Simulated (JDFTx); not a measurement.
An input for a modified build of JDFTx (Ir(111), linear PCM (GLSSA13), water, 1 M KCl; bohr, hartree) and the course of its log:

```
lattice \
  5.1497683269 2.5748841634 0.0000000000 \
  0.0000000000 4.4598301880 0.0000000000 \
  0.0000000000 0.0000000000 42.8967830290
coords-type Lattice
ion Ir 0.0000000000 0.0000000000 -0.1470308940 0
ion Ir 0.3333333330 0.3333333330 -0.0490102980 0
ion Ir 0.6666666670 0.6666666670 0.0490102980 0
ion Ir 0.0000000000 0.0000000000 0.1470308940 0
ion-species pseudo/ir_pbe_v1.2.upf
elec-cutoff 20 100
elec-ex-corr gga-PBE
coulomb-interaction Slab 001
coulomb-truncation-embed 0 0 0
kpoint-folding 10 10 1
elec-smearing Fermi 0.01
elec-n-bands 41
symmetries none
electronic-scf nIterations 100 energyDiffThreshold 1e-08
fluid LinearPCM
pcm-variant GLSSA13
fluid-solvent H2O
fluid-cation K+ 1
fluid-anion Cl- 1
fluid-minimize nIterations 400 knormThreshold 1e-11
wavefunction read vac.wfns
elec-initial-eigenvals vac.eigenvals
dump-name f0.$VAR
dump End State Ecomponents EigStats BandEigs Forces ElecDensity IonicPositions Fillings Kpoints Dtot FluidDebug BoundCharge FluidDensity
```

```
[one cycle in 5 is shown, and the last three; fluid-solver lines are left out]
	FillingsUpdate:  mu: -0.193744481  nElectrons: 60.000000
SCF: Cycle:  0   F: -305.825924499975827   dF: +5.178e-06   |Residual|: 7.616e-04   |deigs|: 1.883e-05
	FillingsUpdate:  mu: -0.193589756  nElectrons: 60.000000
SCF: Cycle:  5   F: -305.825933449965078   dF: +4.248e-07   |Residual|: 1.527e-04   |deigs|: 1.745e-05
	FillingsUpdate:  mu: -0.193569102  nElectrons: 60.000000
SCF: Cycle: 10   F: -305.825933854001107   dF: +1.415e-08   |Residual|: 4.151e-05   |deigs|: 5.257e-06
	FillingsUpdate:  mu: -0.193563039  nElectrons: 60.000000
SCF: Cycle: 15   F: -305.825933836636125   dF: -7.656e-08   |Residual|: 5.239e-05   |deigs|: 9.240e-06
	FillingsUpdate:  mu: -0.193566806  nElectrons: 60.000000
SCF: Cycle: 20   F: -305.825933868182346   dF: -1.860e-08   |Residual|: 2.952e-05   |deigs|: 4.019e-06
	FillingsUpdate:  mu: -0.193567227  nElectrons: 60.000000
SCF: Cycle: 25   F: -305.825933841860717   dF: -3.737e-08   |Residual|: 4.833e-05   |deigs|: 1.341e-05
	FillingsUpdate:  mu: -0.193563314  nElectrons: 60.000000
SCF: Cycle: 30   F: -305.825933796409913   dF: -5.272e-09   |Residual|: 6.729e-05   |deigs|: 6.793e-06
	FillingsUpdate:  mu: -0.193567014  nElectrons: 60.000000
SCF: Cycle: 35   F: -305.825933811890934   dF: +4.947e-08   |Residual|: 6.178e-05   |deigs|: 5.971e-06
	FillingsUpdate:  mu: -0.193560879  nElectrons: 60.000000
SCF: Cycle: 40   F: -305.825933869952507   dF: +3.143e-09   |Residual|: 2.782e-05   |deigs|: 9.542e-06
	FillingsUpdate:  mu: -0.193568712  nElectrons: 60.000000
SCF: Cycle: 45   F: -305.825933873164615   dF: -2.265e-08   |Residual|: 2.694e-05   |deigs|: 1.718e-06
	FillingsUpdate:  mu: -0.193570068  nElectrons: 60.000000
SCF: Cycle: 50   F: -305.825933807229887   dF: +5.744e-08   |Residual|: 6.334e-05   |deigs|: 2.079e-06
	FillingsUpdate:  mu: -0.193569736  nElectrons: 60.000000
SCF: Cycle: 55   F: -305.825933861203566   dF: -4.053e-08   |Residual|: 3.312e-05   |deigs|: 3.698e-06
	FillingsUpdate:  mu: -0.193568085  nElectrons: 60.000000
SCF: Cycle: 60   F: -305.825933798617598   dF: +4.719e-09   |Residual|: 6.314e-05   |deigs|: 1.235e-06
	FillingsUpdate:  mu: -0.193565571  nElectrons: 60.000000
SCF: Cycle: 65   F: -305.825933790972499   dF: +7.241e-08   |Residual|: 6.770e-05   |deigs|: 6.258e-06
	FillingsUpdate:  mu: -0.193568229  nElectrons: 60.000000
SCF: Cycle: 70   F: -305.825933858140559   dF: -1.234e-07   |Residual|: 3.676e-05   |deigs|: 1.887e-06
	FillingsUpdate:  mu: -0.193555647  nElectrons: 60.000000
SCF: Cycle: 75   F: -305.825933833632064   dF: +2.930e-08   |Residual|: 5.184e-05   |deigs|: 1.430e-05
	FillingsUpdate:  mu: -0.193559117  nElectrons: 60.000000
SCF: Cycle: 80   F: -305.825933876367742   dF: -4.303e-09   |Residual|: 2.346e-05   |deigs|: 6.786e-06
	FillingsUpdate:  mu: -0.193570480  nElectrons: 60.000000
SCF: Cycle: 85   F: -305.825933861579358   dF: -4.733e-08   |Residual|: 3.557e-05   |deigs|: 5.074e-06
	FillingsUpdate:  mu: -0.193569245  nElectrons: 60.000000
SCF: Cycle: 90   F: -305.825933880455750   dF: -2.884e-08   |Residual|: 2.063e-05   |deigs|: 2.216e-06
	FillingsUpdate:  mu: -0.193569610  nElectrons: 60.000000
SCF: Cycle: 95   F: -305.825933877245063   dF: -1.893e-08   |Residual|: 2.436e-05   |deigs|: 5.252e-07
	FillingsUpdate:  mu: -0.193574165  nElectrons: 60.000000
SCF: Cycle: 97   F: -305.825933882739207   dF: -8.330e-08   |Residual|: 1.262e-05   |deigs|: 9.039e-06
	FillingsUpdate:  mu: -0.193581402  nElectrons: 60.000000
SCF: Cycle: 98   F: -305.825933862106695   dF: +2.063e-08   |Residual|: 3.417e-05   |deigs|: 8.042e-06
	FillingsUpdate:  mu: -0.193553724  nElectrons: 60.000000
SCF: Cycle: 99   F: -305.825933856100733   dF: +6.006e-09   |Residual|: 3.820e-05   |deigs|: 2.814e-05
SCF: None of the convergence criteria satisfied after 100 iterations.
IonicMinimize: Iter:   0  F: -305.825933856100733  |grad|_K:  0.000e+00
IonicMinimize: Converged (|grad|_K<1.000000e-04).
```

This run gave no converged result. The loop ran out of cycles short of its threshold. It has stalled and not diverged: the last ten energies span 9e-08 Ha, so the total is near its end, but levels, forces and charges aren't shown converged.
